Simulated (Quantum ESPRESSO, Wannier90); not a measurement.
# Wannier functions of Ta$_{2}$N (P-31m)

Cell from Materials Project (mp-1079438), symmetrised, no further relaxation. Not found in the COD (Crystallography Open Database) copy used; not checked further. Computed values, not measurements, from PBEsol: Quantum ESPRESSO (norm-conserving PseudoDojo potentials, cutoff 68 Ry, no spin polarisation, no spin-orbit coupling) on a Γ-centred 4×4×4 mesh, then Wannier90. Density: 12×12×6 mesh, cold smearing 0.01 Ry. Spin-orbit coupling is left out although heavy elements are present.

```
begin unit_cell_cart
ang
    5.2965699251    0.0000000000    0.0000000000
   -2.6482849626    4.5869641081    0.0000000000
    0.0000000000    0.0000000000    4.9391800000
end unit_cell_cart
mp_grid = 4 4 4
```

**Question.** Which shells of neighbouring k-points and which b-vectors and weights does Wannier90 pick for this cell and mesh?

**Answer.** 
```
 *---------------------------------- K-MESH ----------------------------------*
 +----------------------------------------------------------------------------+
 |                    Distance to Nearest-Neighbour Shells                    |
 |                    ------------------------------------                    |
 |          Shell             Distance (Ang^-1)          Multiplicity         |
 |          -----             -----------------          ------------         |
 |             1                   0.318028                      2            |
 |             2                   0.342448                      6            |
 |             3                   0.467346                     12            |
 |             4                   0.593137                      6            |
 |             5                   0.636056                      2            |
 |             6                   0.673018                     12            |
 |             7                   0.684896                      6            |
 |             8                   0.722383                     12            |
       ... (lines left out)
 +----------------------------------------------------------------------------+
 | The b-vectors are chosen automatically                                     |
 | The following shells are used:                       1,  2                 |
 +----------------------------------------------------------------------------+
 |                        Shell   # Nearest-Neighbours                        |
 |                        -----   --------------------                        |
 |                          1               2                                 |
 |                          2               6                                 |
 +----------------------------------------------------------------------------+
 | Completeness relation is fully satisfied [Eq. (B1), PRB 56, 12847 (1997)]  |
 +----------------------------------------------------------------------------+
 |                  b_k Vectors (Ang^-1) and Weights (Ang^2)                  |
 |                  ----------------------------------------                  |
 |            No.         b_k(x)      b_k(y)      b_k(z)        w_b           |
 |            ---        --------------------------------     --------        |
 |             1         0.000000    0.000000    0.318028     4.943562        |
 |             2         0.000000    0.000000   -0.318028     4.943562        |
 |             3         0.000000    0.342448    0.000000     2.842429        |
 |             4         0.296569    0.171224    0.000000     2.842429        |
 |             5         0.000000   -0.342448    0.000000     2.842429        |
 |             6         0.296569   -0.171224    0.000000     2.842429        |
 |             7        -0.296569   -0.171224    0.000000     2.842429        |
 |             8        -0.296569    0.171224    0.000000     2.842429        |
```
